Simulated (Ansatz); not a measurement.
SiO2 (rutile, space group No. 136), DFT-PBE in the program Ansatz with PAW potentials. The conduction-band minimum lies at Γ, with 1 equivalent valley. Second derivatives d²E/dk² of the lowest band at one valley (eV·Å²), along Cartesian directions:

| direction | d²E/dk² |
|---|---|
| [100] | 16.83 |
| [010] | 16.83 |
| [001] | 20.93 |
| [110] | 16.83 |
| [101] | 18.88 |
| [011] | 18.88 |

Task: Find the principal effective masses, the density-of-states mass and the conductivity mass.

Result: Off-diagonal terms follow from H_xy = H[110] − (H_xx + H_yy)/2, and m*/mₑ = 7.620 eV·Å² over each eigenvalue: 0.36, 0.45, 0.45. One valley's DOS mass (m₁m₂m₃)^(1/3) = 0.42, conductivity mass 3/(Σ 1/mᵢ) = 0.42 mₑ.

Task: What effective density of states Nc follows at 300 K for parabolic valleys?

Result: Nc = 2.509e19 × 1 × (0.42)^(3/2) ≈ 6.8e18 cm⁻³.

Space group P4_2/mnm (rutile). This is a known high-pressure phase of the composition, computed here at zero pressure and temperature. The cell was relaxed with PBE under the symmetry of its start; its stability against distortions is not shown here.

Potentials: the earlier of the program's two PAW sets.

Edges and masses are those of Kohn–Sham bands, whose gap is no quasiparticle gap.
